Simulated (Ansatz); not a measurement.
Relaxed-ion elastic tensor of CdTe (zinc blende, F-43m) in GPa (Voigt order), plane-wave PAW PBEsol (Ansatz code); density 5.83 g/cm³, 34.15 Å³ per atom.

|  | 1 | 2 | 3 | 4 | 5 | 6 |
|---|---|---|---|---|---|---|
| 1 | 52.9 | 35.7 | 35.7 | 0.0 | 0.0 | 0.0 |
| 2 | 35.7 | 52.9 | 35.7 | 0.0 | 0.0 | 0.0 |
| 3 | 35.7 | 35.7 | 52.9 | 0.0 | 0.0 | 0.0 |
| 4 | 0.0 | 0.0 | 0.0 | 19.8 | 0.0 | 0.0 |
| 5 | 0.0 | 0.0 | 0.0 | 0.0 | 19.8 | 0.0 |
| 6 | 0.0 | 0.0 | 0.0 | 0.0 | 0.0 | 19.8 |

Question: Is the crystal mechanically stable?

Answer: Yes: the smallest eigenvalue of C is 17.2 GPa.

Question: Work out the Voigt, Reuss and Hill averages.

Answer: K_V = 41.4, K_R = 41.4, K_H = 41.4; G_V = 15.3, G_R = 13.0, G_H = 14.2 GPa.

Question: Give Young's modulus, Poisson's ratio, Pugh's ratio and the universal anisotropy index.

Answer: E = 9KG/(3K + G) = 38.2 GPa; ν = 0.35; K/G = 2.92 (ductile by the Pugh limit of 1.75); A_U = 5G_V/G_R + K_V/K_R − 6 = 0.89.

Question: Estimate the sound speeds and the Debye temperature.

Answer: v_l = √((K + 4G/3)/ρ) = 3220 m/s, v_t = √(G/ρ) = 1560 m/s, mean 1750 m/s; Θ = (h/k)(3n/4πV)^(1/3) v_m = 161 K.

Question: Give the Zener ratio and Young's modulus along [100], [110] and [111].

Answer: A = 2C44/(C11 − C12) = 2.31; 1/E = S11 − 2(S11 − S12 − S44/2)Γ with Γ = 0, 1/4, 1/3 gives 24.1, 40.0, 51.3 GPa.

The cell was relaxed with PBEsol under the symmetry of its start. Scalar-relativistic: spin–orbit coupling is off unless named, which matters more the heavier the elements.

Potentials: the later of the program's two PAW sets.
